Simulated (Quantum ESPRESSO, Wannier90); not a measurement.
# Wannierisation of PbSe (Cmcm)

Materials Project entry mp-1063670; symmetrised, unrelaxed at this level. Not found in the COD (Crystallography Open Database) copy used, which has the formula in other groups; not checked further. Method: PBEsol plane waves in Quantum ESPRESSO 7.5 (PseudoDojo norm-conserving files, 69 Ry, spinors with spin-orbit coupling), Bloch states on a 4×4×4 mesh through Γ, Wannier90 4.0.1. Density: 8×8×8 mesh, Gaussian smearing 0.01 Ry.

```
begin unit_cell_cart
ang
    4.3097500000    0.0000000000    0.0000000000
    0.0000000000    0.0000000000   -4.4504900000
   -2.1548750000    6.1339450000    0.0000000000
end unit_cell_cart
mp_grid = 4 4 4
```

Which shells of neighbouring k-points and which b-vectors and weights does Wannier90 pick for this cell and mesh?


```
 *---------------------------------- K-MESH ----------------------------------*
 +----------------------------------------------------------------------------+
 |                    Distance to Nearest-Neighbour Shells                    |
 |                    ------------------------------------                    |
 |          Shell             Distance (Ang^-1)          Multiplicity         |
 |          -----             -----------------          ------------         |
 |             1                   0.256083                      2            |
 |             2                   0.352949                      2            |
 |             3                   0.386312                      4            |
 |             4                   0.436063                      4            |
 |             5                   0.512165                      2            |
 |             6                   0.523268                      8            |
 |             7                   0.529522                      4            |
 |             8                   0.622002                      4            |
       ... (lines left out)
 +----------------------------------------------------------------------------+
 | The b-vectors are chosen automatically                                     |
 | The following shells are used:                       1,  2,  3             |
 +----------------------------------------------------------------------------+
 |                        Shell   # Nearest-Neighbours                        |
 |                        -----   --------------------                        |
 |                          1               2                                 |
 |                          2               2                                 |
 |                          3               4                                 |
 +----------------------------------------------------------------------------+
 | Completeness relation is fully satisfied [Eq. (B1), PRB 56, 12847 (1997)]  |
 +----------------------------------------------------------------------------+
 |                  b_k Vectors (Ang^-1) and Weights (Ang^2)                  |
 |                  ----------------------------------------                  |
 |            No.         b_k(x)      b_k(y)      b_k(z)        w_b           |
 |            ---        --------------------------------     --------        |
 |             1         0.000000    0.256083    0.000000     6.683509        |
 |             2         0.000000   -0.256083    0.000000     6.683509        |
 |             3         0.000000    0.000000   -0.352949     4.013709        |
 |             4         0.000000    0.000000    0.352949     4.013709        |
 |             5         0.364475    0.128041    0.000000     1.881934        |
 |             6         0.364475   -0.128041    0.000000     1.881934        |
 |             7        -0.364475   -0.128041    0.000000     1.881934        |
 |             8        -0.364475    0.128041    0.000000     1.881934        |
```
